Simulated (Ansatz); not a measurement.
# Where the states of BiIr lie

```xyz
4
Lattice="4.1827 0.0000 0.0000 -2.0914 3.6223 0.0000 0.0000 0.0000 7.5548" Properties=species:S:1:pos:R:3 pbc="T T T"
Ir    0.0000    2.4149    0.0766
Ir    2.0914    1.2074    3.8540
Bi    0.0000    2.4149    2.7640
Bi    2.0914    1.2074    6.5414
```

The conventional cell has a = 4.183 Å, b = 4.183 Å, c = 7.555 Å, α = 90.00°, β = 90.00°, γ = 120.00°. Around Ir (atom 1) lie 4 Bi at 2.65 to 2.69 Å. Bi (atom 3) is surrounded by 4 Ir at 2.65 to 2.69 Å.

The cell was built from the wurtzite type and relaxed in the same program, and has space group P6_3mc; it needn't be a known or the stable phase.

No spin–orbit coupling, which matters for the heavy atoms here.

The calculation used Ansatz 0.2.0, DFT, PBE, all-electron LAPW, scalar-relativistic.

Sampling and basis: a Γ-centred 9×9×5 k mesh, Fermi–Dirac smearing of 0.05 eV, basis error target 1 meV/atom, no spin polarisation.

States per eV and cell, averaged over 0.6 eV, from -12.4 to 6.6 eV, with energies (bin centres) from the Fermi level; empty bins are left out. The partial columns, the largest 4 alone, are projections on Löwdin-orthogonalised atomic shells (those that the program's projection atoms carry: the occupied ones and, for some elements, an empty d or f shell; other empty shells have no column), summed over atoms of an element. Weights on diffuse s and p shells depend on that basis and aren't pure angular character.

| E (eV) | total | Ir 5d | Bi 6p | Bi 6s | Ir 6s |
| --- | --- | --- | --- | --- | --- |
| -12.2 | 0.01 | 0.00 | 0.00 | 0.00 | 0.00 |
| -11.6 | 1.07 | 0.03 | 0.03 | 0.76 | 0.25 |
| -11.0 | 4.54 | 0.31 | 0.07 | 3.75 | 0.39 |
| -10.4 | 1.05 | 0.10 | 0.00 | 0.93 | 0.01 |
| -4.4 | 5.11 | 1.03 | 2.92 | 0.08 | 1.01 |
| -3.8 | 1.83 | 0.74 | 0.83 | 0.03 | 0.20 |
| -3.2 | 7.41 | 4.43 | 2.81 | 0.01 | 0.10 |
| -2.6 | 5.63 | 3.47 | 2.04 | 0.01 | 0.06 |
| -2.0 | 2.31 | 2.19 | 0.03 | 0.00 | 0.03 |
| -1.4 | 11.43 | 10.78 | 0.16 | 0.03 | 0.26 |
| -0.8 | 4.34 | 3.24 | 0.53 | 0.20 | 0.19 |
| -0.2 | 2.18 | 1.28 | 0.56 | 0.12 | 0.11 |
| 0.4 | 2.80 | 1.28 | 1.09 | 0.14 | 0.12 |
| 1.0 | 2.73 | 1.03 | 1.31 | 0.10 | 0.09 |
| 1.6 | 2.87 | 0.98 | 1.46 | 0.09 | 0.10 |
| 2.2 | 2.10 | 0.64 | 1.16 | 0.04 | 0.06 |
| 2.8 | 1.46 | 0.40 | 0.86 | 0.01 | 0.03 |
| 3.4 | 0.70 | 0.18 | 0.42 | 0.01 | 0.01 |
| 4.0 | 0.73 | 0.11 | 0.29 | 0.03 | 0.15 |
| 4.6 | 2.19 | 0.16 | 0.54 | 0.10 | 0.68 |
| 5.2 | 2.21 | 0.11 | 0.44 | 0.07 | 0.61 |
| 5.8 | 1.93 | 0.07 | 0.35 | 0.04 | 0.45 |
| 6.4 | 2.05 | 0.06 | 0.25 | 0.01 | 0.26 |

Task: Which of the resolved shells contributes most within 0.3 eV of the Fermi level?

Result: Ir 5d, with 53 % of all states there; Bi 6p follows with 31 %.

Task: Where is the centre of the filled Ir 5d states between -14 eV and the top of the filled states?

Result: -2.12 eV from the Fermi level.
